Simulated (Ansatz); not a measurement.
## Al₂Ni₃ (P4/mmm): electronic heat capacity from the density of states

The calculation used Ansatz, DFT PBEsol, scalar-relativistic, plane waves, PAW.

Cutoff 420 eV; k points 12×12×4 on the computed 10-atom cell (Γ-centred); Gaussian smearing, width 0.10 eV; collinear spin from starting moments 0 0 0 0 0 0 0 0 0 0.18 μB.

Relaxed cell: P4/mmm, a = 2.866 Å, b = 2.866 Å, c = 13.926 Å, α = 90.00°, β = 90.00°, γ = 90.00°, 10 atoms in the primitive cell. Whether it is the stable form of this composition wasn't checked.

The density of states at the Fermi level is 5.620 states/eV in the cell of 10 atoms (2 formula units; both spins, tetrahedra on a 18×18×6 mesh). The run ends with a moment of 0.17 μB a cell (largest on a site 0.16 μB), and the figure is for this state; a paramagnetic sample can have a quite different one.

Problem. What Sommerfeld coefficient does this give?

Solution. Per formula unit N(E_F) = 2.810 states/eV. γ = (π²/3) k_B² N(E_F) N_A = 2.357 mJ/(mol K²) per state/eV, so γ = 6.6 mJ/(mol K²), a mole of formula units. This is the bare band result: a measured γ of the same phase and magnetic order is as a rule larger by a factor 1 + λ from phonons and spin fluctuations. N(E_F) at one energy is sensitive to the mesh where the density of states has sharp peaks.

Only this magnetic start was tried.

Cost: 1 run of about 3.9 core-minutes, on Intel Xeon 6975P-C (Granite Rapids) (shared hosts).